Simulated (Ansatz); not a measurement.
Ansatz input

```yaml
crystal:
  lattice:
    - [0.0, 2.2096845531, 2.2096845531]
    - [2.2096845531, 0.0, 2.2096845531]
    - [2.2096845531, 2.2096845531, 0.0]
  atoms:
    - { symbol: Hf, position: [0.0, 0.0, 0.0] }
hamiltonian:
  xc: pbesol
  pseudopotentials:
    kind: paw
    azcp:
      Hf: "pseudopotentials/Hf.paw.azcp"
basis:
  ecutwfc: 420
  fft_grid_basis: typed
kpoints:
  mp_grid: { grid: [20, 20, 20], shift: [0, 0, 0] }
magnetization:
  spin_polarized: false
scf:
  occupations: { method: fermi_dirac, width: 0.1 }
```

Terminal output

```
Warning: the record states the generating functional pbe (its physics header spells it `PBE`), which answers neither for hamiltonian.xc's functional nor for the pbesol family's — results may be inconsistent (PPs are generated against a specific XC)
Engine: ansatz 0.2.0, aarch64-unknown-linux-gnu
Pseudopotentials: kind: paw
Pseudopotential: Hf, paw, valence charge 26, recommended cutoff 420 eV (normal) 
Functional definition: PBEsol
  exchange = pbesol_x
  correlation = pbesol_c
Crystal: 1 atoms, lattice volume = 21.578 Å³
Basis set: ecut = 420 eV, 411 PW (Γ)
Bands: 17, of which v1, the nominal top of the filled ones, is band 13 counted from 1 (12 counted from 0)
Symmetry: 48 space group operations
Space group: Fm-3m (ITA 225), of the structure as read, at distance tolerance 2.8e-5 Å
k-points: 256 of 8000
Non-local potential: Hf, projectors of the file, l = 0: 3, l = 1: 2, l = 2: 2, l = 3: 3
PAW form: soft (Blöchl's): semilocal exchange-correlation on the pseudo side does not see the compensation charge
PAW frozen core: Hf, regenerated for the run's functional, and the local potential with it (the file was generated under x = pbe(κ = 0.804, μ = 0.2195149727645171), c = pbe(β = 0.06672455060314922))
PAW one-centre angular grid: Hf, 590 points (default); XC on 64 Gauss nodes
Initial density: superposition of atomic densities (neutral atoms: chi_scale 0, normalization atom), corrected by the library's trained network
Initial wavefunctions: pseudopotential atomic-orbital guess
Functional: x = pbesol(κ = 0.804, μ = 0.12345679012345678), c = pbesol(β = 0.046)
SCF iter   1: F=—  HF=-15597.979865 eV  |F-HF|=—  |Δ(HF+E_count)|=         —  Δρ=2.49e-3  dr2=5.52e-4  ethr=1.77e-3  ⟨swp⟩=4.9  Hψ=18285  notcnv=0
SCF iter   2: F=—  HF=-15597.979901 eV  |F-HF|=—  |Δ(HF+E_count)|=   3.58e-5  Δρ=1.45e-3  dr2=1.66e-4  ethr=2.12e-6  ⟨swp⟩=2.1  Hψ=9122  notcnv=0
SCF iter   3: F=—  HF=-15597.979999 eV  |F-HF|=—  |Δ(HF+E_count)|=   9.86e-5  Δρ=4.05e-4  dr2=1.58e-5  ethr=6.39e-7  ⟨swp⟩=2.1  Hψ=6713  notcnv=0
SCF iter   4: F=—  HF=-15597.980001 eV  |F-HF|=—  |Δ(HF+E_count)|=   2.04e-6  Δρ=4.16e-5  dr2=9.39e-8  ethr=6.06e-8  ⟨swp⟩=2.0  Hψ=7694  notcnv=0
SCF iter   5: F=—  HF=-15597.980002 eV  |F-HF|=—  |Δ(HF+E_count)|=   5.92e-7  Δρ=8.89e-6  dr2=1.06e-8  ethr=3.61e-10  ⟨swp⟩=2.0  Hψ=7740  notcnv=0
SCF iter   6: F=-15597.980002 eV  HF=-15597.980002 eV  |F-HF|=1.51e-8  |Δ(HF+E_count)|=   6.07e-9  Δρ=3.68e-6  dr2=1.01e-9  ethr=4.07e-11  ⟨swp⟩=3.0  Hψ=10545  notcnv=0
SCF 1 converged in 6 iterations: F = -15597.980002 eV  dr2 = 1.01e-9
SCF converged after 6 iterations
Free energy (F): -15597.980002 eV
Harris-Foulkes:  -15597.980002 eV  (|F-HF|=1.51e-8)
Internal energy: -15597.933336 eV  (E = F + TS)
E sigma→0 (E₀):  -15597.956669 eV
Entropy (-TS):   -0.046665 eV (-46.665 meV/atom)
Fermi energy:    20.371123 eV
--- Per-component energies (eV) ---
  E_band       = 55.686681
  E_kinetic    = 425.877706
  E_local      = -4979.338025  (includes V_loc(G=0)·N_el)
  E_nonlocal   = -1238.597141
  E_hartree    = 2347.960511
  E_xc         = -298.145331
  E_vxc        = -266.481247  (∫ρ·V_xc dr)
  E_paw        = -6807.603483  (= ΣΔE_a)
  E_vpaw       = 1418.306548  (= ΣTr[D̂ρ^β])
  E_aug_tail   = -0.000001  (compensation charges beyond the density's cutoff)
  E_ewald      = -5049.338662
  E_core_change = 1.251092  (= ΣΔE_core)
  E_smearing   = -0.046665  (= −TS)
  E_closure    = 0.000000  (closes the sum)
  Σ components = -15597.980002   (vs F -15597.980002, Δ=0.00e0)
```
